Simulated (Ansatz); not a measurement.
**Profile along the As–In line in InAs (zinc blende)**

InAs (zinc blende), conventional cell a = b = c = 6.1084 Å, α = β = γ = 90.00°. The calculation uses the primitive cell of 2 atoms, to which meshes and values per cell refer.

Fields along a shortest As–In line of a {110} plane (2.65 Å), from As to In, interpolated on the slice's grid (step about 0.2 Å). Computed with r2SCAN (plane waves to 500 eV, PAW, scalar-relativistic; Ansatz, an electronic-structure program). k mesh 9×9×9. Near the nuclei the fields are pseudised (PAW); where an atom keeps semicore shells as valence, they peak there. InAs was relaxed with its symmetry unable to fall. The PAW data are Ansatz's earlier set.

| distance from As (Å) | valence electron density (e/Å³) | electron localisation function |
|---|---|---|
| 0.00 | 46.24 | x |
| 0.13 | 39.64 | x |
| 0.27 | 25.16 | x |
| 0.40 | 11.85 | x |
| 0.53 | 4.31 | 0.35 |
| 0.66 | 1.60 | 0.55 |
| 0.80 | 0.86 | 0.68 |
| 0.93 | 0.65 | 0.75 |
| 1.06 | 0.54 | 0.77 |
| 1.19 | 0.45 | 0.74 |
| 1.32 | 0.40 | 0.58 |
| 1.46 | 0.41 | 0.36 |
| 1.59 | 0.47 | 0.23 |
| 1.72 | 0.69 | 0.21 |
| 1.86 | 1.39 | 0.21 |
| 1.99 | 2.78 | 0.16 |
| 2.12 | 4.61 | 0.08 |
| 2.25 | 6.63 | x |
| 2.38 | 8.66 | x |
| 2.52 | 10.24 | x |
| 2.65 | 10.84 | x |

x: too close to a nucleus for the ELF to mean much.

Density on the As–In line (2.65 Å) at its density minimum, 1.4 Å from As: 0.40 e/Å³. ELF at that point: 0.5. ELF maximum in the middle third of the As–In line: 0.77, 1.1 Å from As.
